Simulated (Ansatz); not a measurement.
NaTiS$_{2}$:
```
CELL_PARAMETERS angstrom
      3.45011     0.00000     0.00000
     -1.72505     2.98788     0.00000
      0.00000     0.00000     6.74623
ATOMIC_POSITIONS crystal
  S  0.66667 0.33333 0.78566
  Ti 0.00000 0.00000 0.00000
  S  0.33333 0.66667 0.21434
  Na 0.00000 0.00000 0.50000
```

Relaxed with PBE+D3(BJ).

### Question
Map the electron localisation function on the plane through (0.667, 0.333, 0.786) spanned by u = [0, 0, 1] and v = [1, -1, 0] in lattice vectors, from DFT-PBE+D3(BJ) in the program Ansatz with PAW potentials.

### Answer
x is the fraction of u, y of v (the angle between them is 90°; rows are the nearest grid lines); atoms in the plane: S at (0.00, 0.00), Ti at (0.21, 0.33), S at (0.43, 0.67), Na at (0.71, 0.33).
```
|  -#%%#=:.              .-*%@@@@+  |
| .=%%%*=:..             .-*%@@@@*. |
|%%%@%#+-:.::-===--::.    .=*%@@@@%%|
|@@@%%*=:::-+**##**++-:    :+#%%@@@@|
|%%%%*+-::-+#%%%%%%%#*=:   .:+*#%%%%|
|==--:..:=*%@@%%%%@@@@%+:    ..:---=|
|.......:+#%@%*==*%@@@%#=.       ...|
|     ..-+#%%#-  -%@@@@#+:          |
|     ..-+#%%*.  .#@@@@%+:          |
|     ..:=#%@%#+=#@@@@%*-.          |
| ...  ..-+%@@@%%@@@@%#=.           |
|....    .-*%@@@@@@@%#-           ..|
|... .:-==:.:=*#%##+:   :--:     ...|
|....:+*##*=:.-=++=:  .=****-    ...|
|.. .+#*++#*-..:::.   =**+***:   ...|
|. .-**.  -*+.  ..   :**=.:+*=    ..|
|.. :**-..+#+. ...   .+*+--+*=   ...|
|:...+#*++#*-. ....   =**+***:  .:::|
|+=:.:+*##*=. .....   .=***+:  .-=++|
|@@%#-....   .....           .=#%@@@|
|@@@@#=:.    ....           .+%@@@@@|
|%@@@%#=:.  ....           :+%@@@@%%|
| .+%%%*=:.              .-*%@@@@*. |
|  -#%%#=:.              .-*%@@@@+  |
```
Scale: ten equal steps from 0.002 (start of ' ') to 0.909 (end of '@'), in the order ' .:-=+*#%@'; x runs from 0.000 to 1.00, y from 0.000 (bottom) to 1.00 (top).

The density is the valence pseudo-density with augmentation charge, so density and ELF within about 1 Å of a nucleus are not all-electron values.

Space group P-3m1. A made-up cell: these elements were put on the sites of a structure type; the Crystallography Open Database copy checked does not list it. COD files the formula under space group No. 166, so this cell is another polymorph or a model. Its standing as an ambient phase is unchecked. Symmetry was held in the PBE+D3(BJ) relaxation; of distortions, only those at the zone centre were tested. No spin polarisation was allowed.

Potentials: the later of the program's two PAW sets.
